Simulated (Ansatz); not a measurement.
CuCl:
Space group F-43m (No. 216); a = b = c = 5.208 Å, α = β = γ = 90.00°

```
atom  site  symmetry       x       y       z
----  ----  --------  ------  ------  ------
Cu      4a      -43m  0.0000  0.0000  0.0000
Cl      4c      -43m  0.2500  0.2500  0.2500
```
(The calculation used a cell of 2 atoms; values per cell refer to that cell.)

Relaxed with LDA.

**Question.** Give the optical modes at the zone centre with their infrared and Raman activity from DFPT, LDA (plane waves, PAW; program Ansatz).

**Answer.** Transverse frequencies, without the LO–TO term; a row sums one degenerate level.

```
ω (cm⁻¹)  degeneracy  IR ((D/Å)²/amu)  Raman (Å⁴/amu)  activity  symmetry
--------  ----------  ---------------  --------------  --------  --------
190                3             3.08             130  IR+Raman        T2
```

**Question.** How high does the top mode go among those that the LO–TO term moves?

**Answer.** 217 cm⁻¹ for q along x.

The cell was relaxed with LDA under the symmetry of its start; phonons on a q-mesh show no instability. No spin polarisation was allowed.

Potentials: the later of the program's two PAW sets.
